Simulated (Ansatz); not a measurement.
Here is the system:

ZrN:
```
CELL_PARAMETERS angstrom
      0.00000     2.26259     2.26259
      2.26259     0.00000     2.26259
      2.26259     2.26259     0.00000
ATOMIC_POSITIONS crystal
  Zr 0.50000 0.50000 0.50000
  N  0.00000 0.00000 0.00000
```

This is the LDA-relaxed structure.

**Question.** All from the program Ansatz at the LDA level (PAW), unless another level is named. Estimate the bulk modulus (Birch–Murnaghan fit).

**Answer.** 283 GPa.

**Question.** Next, the elastic constants (relaxed ions, GPa)?

**Answer.** C11 = 618, C12 = 116, C44 = 128.

Space group Fm-3m (rock salt). The cell was relaxed with LDA under the symmetry of its start; of distortions, only those at the zone centre were tested. No spin polarisation was allowed. With an odd number of electrons in the cell and no spin polarisation, the count alone makes it a metal. As this level gives no gap, shear constants depend on the k-mesh and smearing (Fermi–Dirac, 0.1 eV here).

Potentials: the earlier of the program's two PAW sets.
